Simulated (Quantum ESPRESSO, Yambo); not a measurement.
## AlSb at -2 % isotropic strain: DFT and GW levels

```cif
data_AlSb
_chemical_formula_sum 'Al1 Sb1'
_space_group_name_H-M_alt 'P 1'
_space_group_IT_number 1
_cell_length_a 4.26523
_cell_length_b 4.26523
_cell_length_c 4.26523
_cell_angle_alpha 60.000
_cell_angle_beta 60.000
_cell_angle_gamma 60.000
loop_
_space_group_symop_operation_xyz
  'x, y, z'
loop_
_atom_site_label
_atom_site_type_symbol
_atom_site_fract_x
_atom_site_fract_y
_atom_site_fract_z
_atom_site_occupancy
Al1 Al 0.00000 0.00000 0.00000 1
Sb1 Sb 0.25000 0.25000 0.25000 1
```

The PBEsol cell relaxed from Materials Project entry mp-2624 was given an isotropic strain of -2 % on all lattice vectors, and the atoms were relaxed again.

Starting point: norm-conserving PBE (stringent potentials; Quantum ESPRESSO, 100 Ry, no spin-orbit coupling). G0W0 in Yambo: 4×4×4 Γ-centred k mesh, bands 5 to 256 and a 15 Ry block in the screening, 256 bands in G with the Bruneval-Gonze terminator, plasmon pole fitted at 27.2 eV.

```yaml
PBE gap along the band path: 1.12 eV
PBE gap between the mesh's edge points (Γ → X): 1.12 eV
G0W0 gap between the same points: 1.64 eV
PBE smallest direct gap on the mesh (at Γ): 2.02 eV
G0W0 direct gap at that point: 2.86 eV
```

```json
[
 {"k point": "Γ", "band": "VB", "E PBE (eV)": "0.00", "E QP (eV)": "-0.72", "shift (eV)": "-0.72", "Z": "0.79"},
 {"k point": "Γ", "band": "CB", "E PBE (eV)": "2.02", "E QP (eV)": "2.14", "shift (eV)": "0.12", "Z": "0.79"},
 {"k point": "L", "band": "VB", "E PBE (eV)": "-0.96", "E QP (eV)": "-1.74", "shift (eV)": "-0.78", "Z": "0.79"},
 {"k point": "L", "band": "CB", "E PBE (eV)": "1.51", "E QP (eV)": "1.45", "shift (eV)": "-0.05", "Z": "0.79"},
 {"k point": "X", "band": "VB", "E PBE (eV)": "-2.33", "E QP (eV)": "-3.19", "shift (eV)": "-0.86", "Z": "0.78"},
 {"k point": "X", "band": "CB", "E PBE (eV)": "1.12", "E QP (eV)": "0.93", "shift (eV)": "-0.20", "Z": "0.80"}
]
```

Energies count from the PBE valence-band maximum.

Convergence of the G0W0 settings was not tested.

Spin-orbit coupling is left out, which matters for elements this heavy: edges can move by tenths of an eV.
